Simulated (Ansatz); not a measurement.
ZnInGaO4 (InGaZnO4 type, space group R3m)

```xyz
7
Lattice="1.6575 0.9570 8.5848 -1.6575 0.9570 8.5848 0.0000 -1.9139 8.5848" Properties=species:S:1:pos:R:3 pbc="T T T"
In     0.0000     0.0000    25.6783
Ga     0.0000     0.0000     5.4823
Zn     0.0000     0.0000    20.1221
O      0.0000     0.0000     3.5098
O      0.0000     0.0000    22.6338
O      0.0000     0.0000     7.4369
O      0.0000     0.0000    18.1540
```

The slice is a (0001) plane (indices of the conventional cell) through the point (0.879, 0.879, 0.879) (fractional), spanned by u = [1 0 -1] and v = [-1 2 -1] in vectors of this cell: u (3.32 Å) and v (5.74 Å, at 90° to u). It covers one period; positions are fractions (u, v).

Method: PBEsol (plane waves to 420 eV, PAW, scalar-relativistic; Ansatz, a program for electronic structure). k mesh 12×12×12. These are valence fields of a PAW run, semicore shells included where kept as valence: close to a nucleus they are smooth pseudo fields. The PAW data are Ansatz's earlier set. ZnInGaO4 was relaxed with its symmetry unable to fall.

Three fields on this plane, each scaled to ten steps between its own extremes (0 low, 9 high; the total valence density on a logarithmic scale, the potential cut 8 eV below its top; x marks points blanked near nuclei; v = 0 in the bottom row):

Map A
```
|xxx7765677xx|
|xxx8999998xx|
|004799999740|
|x00279997200|
|xxx0589850xx|
|xxx0289820xx|
|xxx0267620xx|
|xxx0xxxxx0xx|
|xx00xxxxx00x|
|0024xxxxx420|
|5677xxxxx776|
|9998xxxxx899|
|999740004799|
|997200x00279|
|9850xxxxx058|
|9820xxxxx028|
|7620xxxxx026|
|xxx0xxxxx0xx|
|xxx00xxx00xx|
|xxx4200024xx|
```

Map B
```
|xxx8533358xx|
|xxx6411146xx|
|997520002579|
|x97520002579|
|xxx6322236xx|
|xxx8555558xx|
|xxx8788878xx|
|xxx9xxxxx9xx|
|xx89xxxxx98x|
|6679xxxxx976|
|3358xxxxx853|
|1146xxxxx641|
|002579997520|
|002579x97520|
|2236xxxxx632|
|5558xxxxx855|
|8878xxxxx878|
|xxx9xxxxx9xx|
|xxx98xxx89xx|
|xxx9766679xx|
```

Map C
```
|xxx9411149xx|
|xxx7300037xx|
|775310001357|
|x22100000122|
|xxx2111112xx|
|xxx2234322xx|
|xxx2499942xx|
|xxx3xxxxx3xx|
|xx27xxxxx72x|
|2239xxxxx932|
|1149xxxxx941|
|0037xxxxx730|
|001357775310|
|000122x22100|
|1112xxxxx211|
|4322xxxxx223|
|9942xxxxx249|
|xxx3xxxxx3xx|
|xxx72xxx27xx|
|xxx9322239xx|
```

Q: Assign the maps to these fields: electron localisation function (ELF); valence electron density; electrostatic potential energy of an electron, from the cell's mean.

A: A is the electrostatic potential energy of an electron, from the cell's mean; B is the valence electron density; C is the electron localisation function (ELF).
